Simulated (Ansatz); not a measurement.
BRh (NiAs type, P6_3/mmc), a = b = 3.3594 Å, c = 4.1327 Å, α = β = 90.00°, γ = 120.00°.

Relaxed with r²SCAN.

Question: Tabulate the valence density and the electron localisation function along the shortest Rh–Rh contact (2.83 Å), r²SCAN in the plane-wave PAW code Ansatz.

Answer: 

| distance from Rh (Å) | density (e/Å³) | ELF |
|---|---|---|
| 0.28 | 11.85 | 0.77 |
| 0.43 | 8.68 | 0.74 |
| 0.57 | 5.56 | 0.68 |
| 0.71 | 3.07 | 0.55 |
| 0.85 | 1.42 | 0.37 |
| 0.99 | 0.69 | 0.23 |
| 1.13 | 0.43 | 0.19 |
| 1.28 | 0.33 | 0.21 |
| 1.42 | 0.31 | 0.24 |
| 1.56 | 0.33 | 0.21 |
| 1.70 | 0.43 | 0.19 |
| 1.84 | 0.69 | 0.23 |
| 1.98 | 1.42 | 0.37 |
| 2.13 | 3.07 | 0.55 |
| 2.27 | 5.56 | 0.68 |
| 2.41 | 8.68 | 0.74 |
| 2.55 | 11.85 | 0.77 |

The density is the valence pseudo-density with augmentation charge, so density and ELF within about 1 Å of a nucleus are not all-electron values.

The first step of the workflow began from a Materials Project structure, measured or hypothetical; the Crystallography Open Database copy checked does not list it. Its standing as an ambient phase is unchecked. The r²SCAN relaxation kept the symmetry of its start; whether a distortion lowers the energy is not shown. No spin polarisation was allowed.

Potentials: the later of the program's two PAW sets.
